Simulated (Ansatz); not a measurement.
LiGeN:
```xyz
6
Lattice="2.9792 0.0000 0.0000 -1.4896 2.5801 0.0000 0.0000 0.0000 9.3214" Properties=species:S:1:pos:R:3 pbc="T T T"
Li     1.4896     0.8600     6.9284
Li     0.0000     1.7201     2.2677
Ge     0.0000     0.0000     4.6406
Ge     0.0000     0.0000     9.3014
N      0.0000     1.7201     5.6255
N      1.4896     0.8600     0.9648
```

Relaxed with PBEsol. Special points in fractions of this cell's reciprocal vectors: Γ (0.000, 0.000, 0.000); M (0.500, 0.000, 0.000); K (0.333, 0.333, 0.000); A (0.000, 0.000, 0.500); L (0.500, 0.000, 0.500); H (0.333, 0.333, 0.500).

List the band energies nearest the valence-band maximum at these points for plane-wave PAW PBEsol (Ansatz code).

In eV from the valence-band maximum; about four levels below and three above (degenerate sets whole), none deeper than 8.9 eV; points with the same levels are listed once.

```tsv
k	below	above
Γ	-1.15 -1.15 -1.14 -1.14 -0.33	2.76 3.68 7.23
M	-2.81 -2.76 -1.19 -1.00	1.46 2.12 5.06
K	-3.23 -3.23 -1.29 -0.10	2.41 2.41 4.38 4.38
A	-1.15 -1.15 -1.15 -1.15	3.37 3.37 7.50 7.50
L	-2.78 -2.78 -1.18 -1.18	1.88 1.88 5.28 5.28
H	-3.23 -3.23 -0.77 -0.77	2.39 2.39 4.46 4.46
```

Space group P6_3mc. The workflow started from a Materials Project entry (that database holds measured and hypothetical structures alike); the Crystallography Open Database copy checked does not list it. Whether it is the stable phase at ambient conditions was not checked. The PBEsol relaxation kept the symmetry of its start; whether a distortion lowers the energy is not shown. Spin–orbit coupling is left out wherever it is not named.

Potentials: the later of the program's two PAW sets.
